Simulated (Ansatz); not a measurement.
# Ag: energy along a strain

Ag, P6_3/mmc, a = 2.930 Å, c = 4.790 Å (as given, not relaxed at this level: -6.3 GPa). This isn't the element's structure at ambient conditions. Ansatz: PBEsol, PAW, 420 eV, Γ-centred 18×18×10 mesh on 2 atoms, Gaussian smearing 0.15 eV; no spin polarisation. Cell vectors (Å): 2.930 0.000 0.000; -1.465 2.537 0.000; 0.000 0.000 4.790. The cell is strained by x per cent times the pattern (0 1 0 0 0 0) in the order xx yy zz yz xz xy (engineering shears), with fractional coordinates held. y is the free energy over the start, V0 = 17.806 Å³/atom.

| x (%) | y (meV/atom) |
| --- | --- |
| -6.00 | ? |
| -4.50 | -16.22 |
| -3.00 | -14.67 |
| -1.50 | -9.05 |
| 0.00 | 0.00 |
| 1.50 | 12.02 |
| 3.00 | 26.70 |
| 4.50 | 43.76 |
| 5.25 | 53.08 |
| 6.00 | 62.84 |

Q: Fit y = c1 x + c2 x² + c3 x³ to the other rows, get the stiffness along the pattern, and predict the missing energy.

A: Least squares on the rows shown. y = 7.0471 x + 0.67935 x² − 0.018243 x³. The clamped-ion stiffness p·C·p = 2 × 6.793 eV × 160.2 / 17.806 Å³ = 122 GPa, which is C22 in these axes (second derivative at the start, which stands under stress). At x = -6.00 the fit asked for gives -13.89 meV/atom. The run gave -13.06 meV/atom, so the fit is 0.83 meV/atom too low, 1 % of the span of the series, against an rms of 0.07 meV/atom on the fitted rows. The row lies outside the fitted range. With a term in x⁴ added, a fit to the same known rows predicts -13.19 meV/atom, so most of the miss is curvature that the known rows already hold.